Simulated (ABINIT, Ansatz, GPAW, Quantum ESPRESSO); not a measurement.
One calculation of Ta3Cu, 5 ways

```xyz
4
Lattice="-2.0065 2.0065 4.2082 2.0065 -2.0065 4.2082 2.0065 2.0065 -4.2082" Properties=species:S:1:pos:R:3 pbc="T T T"
Ta    0.0000    0.0000    4.2082
Ta    2.0065    0.0000    2.1041
Ta    0.0000    2.0065    2.1041
Cu    0.0000    0.0000    0.0000
```

The cell comes from a database or a generator and needn't be the stable form of this composition.

Alike in all runs: task single point; functional PBEsol; k mesh 9 × 9 × 9; occupations fermi-dirac, width 0.05 eV; no spin polarisation; no spin-orbit coupling. Pressure is positive in compression and, in plane waves, holds the error of the finite cutoff, which Ansatz's Pulay term estimates and takes out.

```json
{"program and potentials": "Ansatz, Ansatz PAW", "plane-wave cutoff (eV)": "420", "notes": "potentials made for PBE, which Ansatz adapts in part; 14.5 valence electrons an atom on average; Pulay term of +0.06 GPa included", "pressure (GPa)": "-6.28"}
{"program and potentials": "GPAW, PAW data sets generated for this functional", "plane-wave cutoff (eV)": "600", "notes": "12.5 valence electrons an atom on average; this data set often lies off other programs", "pressure (GPa)": "-5.79"}
{"program and potentials": "Ansatz, all-electron LAPW, scalar-relativistic", "plane-wave cutoff (eV)": "-", "notes": "-", "pressure (GPa)": "-6.29"}
{"program and potentials": "ABINIT, JTH PAW PBE v2.0", "plane-wave cutoff (eV)": "707", "notes": "potentials made for PBE; 14.5 valence electrons an atom on average", "pressure (GPa)": "-6.16"}
{"program and potentials": "Quantum ESPRESSO, GBRV 1.5 PBEsol", "plane-wave cutoff (eV)": "762", "notes": "14.5 valence electrons an atom on average", "pressure (GPa)": "-6.44"}
```

The pressure spans -6.44 (Quantum ESPRESSO, GBRV 1.5 PBEsol) to -5.79 GPa (GPAW, PAW data sets generated for this functional), with all-electron results at -6.29.

Differences between rows come from potentials, basis sets and numerical settings, since the functional is the same but for its coding. Runs on potential files found faulty are left out.
